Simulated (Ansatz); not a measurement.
**Notes on Cu$_{4}$GePb**

```
Cu Ge Pb
1.0
     0.00000    3.54407    3.54407
     3.54407    0.00000    3.54407
     3.54407    3.54407    0.00000
Cu Ge Pb
4 1 1
Direct
  0.62540 0.62540 0.62540
  0.12380 0.62540 0.62540
  0.62540 0.62540 0.12380
  0.62540 0.12380 0.62540
  0.00000 0.00000 0.00000
  0.25000 0.25000 0.25000
```

The numbers come from plane-wave PAW DFT (Ansatz): r2SCAN, no spin polarisation, 500 eV, 8×8×8 Γ-centred k points, fermi-dirac occupations (width 0.1 eV). Nothing was relaxed.

(1) Are the atoms at rest?

(2) Which element gives electrons and which takes them?

(3) What does the stress say?

(4) What is the formation energy?

(5) Describe some of the short contacts.

(6) What happens at the Fermi level?

Origin: a known structure type with other elements, at an estimated volume, so it need not be a known compound.

Results:

(1) Nearly at rest: the largest force is 0.049 eV/Å.

(2) Bader charges in e: Cu -0.07, Ge -0.05, Pb +0.31. In the mean Pb gives up most and Cu takes most, against the order of Pauling's electronegativities.

(3) The pressure is 1.8 GPa (compression positive), so with the atoms held at these fractions the cell would first expand.

(4) 0.22 eV an atom against the elements' usual phases (free molecules for gases, crystals otherwise, with no correction for O₂ or N₂), so at this geometry it isn't bound against them. Relaxing would lower it.

(5) Cu–Cu at 2.50 Å: least valence density 0.30 e/Å³ and ELF 0.25 there. Cu–Ge at 2.94 Å: least valence density 0.18 e/Å³ and ELF 0.26 there. Cu–Pb at 2.94 Å: least valence density 0.20 e/Å³ and ELF 0.20 there. Both are smooth PAW fields, read partly inside the augmentation spheres.

(6) It is a metal, with about 1.5 states/eV a cell as the mean within 0.25 eV of the Fermi level, mostly Ge p (24 %), Pb p (20 %) and Cu d (18 %).
